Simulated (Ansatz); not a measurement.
Values for one crystal, relaxed and computed with plane-wave PAW r²SCAN (Ansatz code); other levels are named.

- Volume per atom: 28.81 Å³
- Band gap: 0.42 eV (direct)
- Conduction-band minimum: at Γ
- Bulk modulus (Birch–Murnaghan fit): 52.7 GPa
- Electron effective mass with spin–orbit coupling: 0.017, 0.017, 0.018 mₑ (principal values)
- Debye temperature from the elastic constants: 270 K
- Hole effective mass, band 1 of 2 at the edge: 0.69 along x, 0.60 along z (mₑ)

Problem. Which compound is it?
(A) AlGaAs2, P-4m2 (Pearson symbol tP8)
(B) GaSb, P6_3mc (Ga on 2b, Sb on 2b, Ga on 2a, Sb on 2a)
(C) GaN, I4mm (Ga on 2a, N on 2a)
(D) GaN, wurtzite

Solution. B, GaSb, P6_3mc (Ga on 2b, Sb on 2b, Ga on 2a, Sb on 2a)

The start of the workflow was typed in or built on a structure type; the Crystallography Open Database copy checked does not list it. It is not the phase usual at ambient conditions (space group No. 216). The cell was relaxed with r²SCAN under the symmetry of its start; its stability against distortions is not shown here. Scalar-relativistic: spin–orbit coupling is off unless named, which matters more the heavier the elements.

Potentials: the earlier of the program's two PAW sets.
